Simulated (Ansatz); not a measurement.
A one-shot G0W0 calculation of ZnSe (F-43m) from a database structure with Ansatz, at the level G0W0@PBE0 with 336 empty bands, a screening cutoff of 220 eV and a 6×6×6 mesh. The geometry is the r2SCAN minimum.

input.yaml:
```yaml
crystal:
  lattice:
    - [0.0, 2.8324253885, 2.8324253885]
    - [2.8324253885, 0.0, 2.8324253885]
    - [2.8324253885, 2.8324253885, 0.0]
  atoms:
    - { symbol: Zn, position: [0.0, 0.0, 0.0] }
    - { symbol: Se, position: [0.75, 0.75, 0.75] }
kpoints:
  mp_grid: { grid: [6, 6, 6] }
hamiltonian:
  xc: pbe0
scf:
  occupations: { method: fixed }
gw:
  n_empty_bands: 336
  ecut_chi: 220
  qp_bands: [v2, c2]
  qp_kpoints: band_edges
  screening: { model: contour_deformation }
```

It took 80 s on 1 × NVIDIA H100 80GB HBM3 with 4 threads of AMD EPYC 7R13 Processor (Zen 3) (shared host), load about 3.1 per core; peak host memory 2.1 GiB.

Main lines of the log:
```
Pseudopotential: Zn, paw, valence charge 12, recommended cutoff 420 eV (normal)
Pseudopotential: Se, paw, valence charge 16, recommended cutoff 420 eV (normal)
Functional definition: PBE0
Crystal: 2 atoms, lattice volume = 45.447 Å³
Basis set: ecut = 420 eV, 893 PW (Γ)
Bands: 18, of which v1, the nominal top of the filled ones, is band 14 counted from 1 (13 counted from 0)
Symmetry: 24 space group operations
Space group: F-43m (ITA 216)
k-points: 16 of 216 (time reversal used)
Exchange kernel: α = 0.2500, full range, Wigner–Seitz truncation, v(0) = 15893.4528 eV·Å³, q-mesh 6×6×6
hybrid outer 1: dexx = +1.644e-2 eV, tail = 8.63e-5 eV
hybrid outer 2: dexx = +1.163e-6 eV, tail = 7.46e-8 eV, Δε = 3.46e-3 eV
hybrid SCF converged: 2 outer / 10 inner (+3 warm-up)
Free energy (F): -8791.180503 eV
Fermi energy:    5.806848 eV
--- G₀W₀: contour deformation, 7 samples at zero and on the imaginary axis and 3 off it, 216 q-points, 336 empty bands' worth ---
    ik  band        ε_KS         Σx   Σc(E_QP)       V_xc       Z   E_QP_lin       E_QP  E_QP is
     0    13      5.8068   -20.8410     1.5076   -19.0185  0.8121     5.4911     5.4919  root
     0    14      5.8068   -20.8410     1.5076   -19.0185  0.8121     5.4911     5.4919  root
     0    15      8.8522    -9.1705    -3.8018   -12.7254  0.8360     8.6057     8.6052  root
     0    16     13.4586    -6.7490    -4.1291   -10.6403  0.8227    13.2214    13.2208  root
     1    13      5.5365   -20.4427     1.5381   -18.5862  0.8110     5.2173     5.2181  root
     1    14      5.5365   -20.4427     1.5381   -18.5862  0.8110     5.2173     5.2181  root
     1    15     10.1252    -9.2512    -3.8655   -12.8639  0.8304     9.8729     9.8724  root
     1    16     13.5106    -7.3453    -4.1558   -11.2168  0.8197    13.2271    13.2263  root
     2    13      5.0743   -19.8350     1.6038   -17.9067  0.8088     4.7489     4.7498  root
     2    14      5.0743   -19.8350     1.6038   -17.9067  0.8088     4.7489     4.7498  root
     2    15     10.2783    -8.3788    -3.8983   -12.0420  0.8323    10.0436    10.0431  root
     2    16     14.1422    -6.8504    -4.1747   -10.7721  0.8184    13.8899    13.8893  root
     3    13      4.8729   -19.5722     1.6319   -17.6119  0.8077     4.5435     4.5445  root
     3    14      4.8729   -19.5722     1.6319   -17.6119  0.8077     4.5435     4.5445  root
     3    15     10.1252    -8.4251    -3.8483   -12.0417  0.8332     9.8938     9.8934  root
     3    16     14.0109    -6.8000    -4.0876   -10.6339  0.8206    13.7578    13.7571  root
     4    13      5.0659   -19.8432     1.6082   -17.9139  0.8090     4.7440     4.7449  root
     4    14      5.0659   -19.8432     1.6082   -17.9139  0.8090     4.7440     4.7449  root
     4    15     10.8775    -9.8769    -3.9244   -13.5365  0.8253    10.6133    10.6127  root
     4    16     12.2372    -6.5487    -3.9520   -10.2354  0.8297    11.9726    11.9720  root
     6    13      3.7771   -18.8288     1.8123   -16.7034  0.8015     3.4630     3.4640  root
     6    14      4.4580   -19.0827     1.6982   -17.0546  0.8055     4.1271     4.1281  root
     6    15     11.2515    -8.5324    -3.9339   -12.2225  0.8280    11.0082    11.0077  root
     6    16     13.3500    -6.8697    -4.0503   -10.6195  0.8217    13.0504    13.0495  root
     8    13      4.2542   -18.9372     1.7235   -16.8956  0.8047     3.9351     3.9361  root
     8    14      5.3970   -20.2388     1.5514   -18.3652  0.8103     5.0740     5.0749  root
     8    15     11.2737    -9.1834    -4.1291   -13.0767  0.8239    11.0383    11.0379  root
     8    16     13.3583    -7.4620    -4.0433   -11.2055  0.8220    13.0594    13.0585  root
     9    13      3.9269   -18.5061     1.7945   -16.3824  0.8020     3.5965     3.5977  root
     9    14      3.9269   -18.5061     1.7945   -16.3824  0.8020     3.5965     3.5977  root
     9    15     10.8443    -6.4412    -3.6220    -9.7581  0.8368    10.5399    10.5392  root
     9    16     11.4895    -8.3289    -3.8830   -11.9580  0.8273    11.2361    11.2356  root
    12    13      3.4517   -17.8497     1.8548   -15.6619  0.7986     3.1175     3.1187  root
    12    14      3.4517   -17.8497     1.8548   -15.6619  0.7986     3.1175     3.1187  root
    12    15     10.3171    -6.5264    -3.4443    -9.6409  0.8391     9.9881     9.9873  root
    12    16     10.9871    -8.2219    -3.7225   -11.7056  0.8314    10.7487    10.7482  root
```

The points are ik 0 = (0, 0, 0) (Γ), ik 1 = (0, 0, 1/6), ik 2 = (0, 0, 1/3), ik 3 = (0, 0, -1/2), ik 4 = (0, 1/6, 1/6), ik 6 = (0, 1/6, -1/2), ik 8 = (0, 1/6, -1/6), ik 9 = (0, 1/3, 1/3), ik 12 = (0, -1/2, -1/2); band 14 is the last filled one.

Over the mesh points the PBE0 gap of 3.05 eV becomes a quasiparticle gap of 3.11 eV (direct at Γ), a change of +0.06 eV. Renormalisation factors Z lie between 0.80 and 0.84. G0W0 here is at a finite number of bands, screening cutoff and k mesh, not at the basis limit.

No spin polarisation and no zero-point or thermal motion.

The runs are scalar-relativistic, without spin-orbit coupling.

With a shallow d shell on the cation, G0W0 converges slowly in bands and cutoff, so these values are in doubt.
